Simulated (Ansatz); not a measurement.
One crystal and one scan (energy over volume and axial ratio) at two levels, PBE (plane waves to 420 eV, PAW, scalar-relativistic; Ansatz, a program for electronic structure) and r2SCAN (plane waves to 500 eV, PAW, scalar-relativistic; Ansatz), each from its own relaxed cell and on its own mesh.

The crystal is MgH₂ (rutile); volume and axial ratio are varied about the relaxed values (subscript 0).

The energy includes the smearing's −TS. MgH2 was relaxed with its symmetry unable to fall. As the atoms are clamped, bonds stretch with the cell, which overstates energies and stresses. Both scans cover V/V₀ from 0.920 to 1.080 and (c/a)/(c/a)₀ from 0.920 to 1.080.

```json
[
 {"quantity": "Lattice constant a (Å)", "run 1": "4.517", "run 2": "4.484"},
 {"quantity": "Lattice constant c (Å)", "run 1": "3.013", "run 2": "2.997"},
 {"quantity": "Relaxed volume (Å³/atom)", "run 1": "10.25", "run 2": "10.04"},
 {"quantity": "Modulus against c/a change at fixed volume, (3/4V)·∂²E/∂(ln c/a)² (fit, atoms clamped) (GPa)", "run 1": "43", "run 2": "48"}
]
```

### Question
Which run is which level?

### Answer
Run 1 is PBE, run 2 is r2SCAN. PBE gives the higher value for: lattice constant a; lattice constant c; relaxed volume. PBE gives the lower value for: modulus against c/a change at fixed volume.

(Under strain, the slope of the energy per volume gives the stress and its curvature an elastic modulus.)
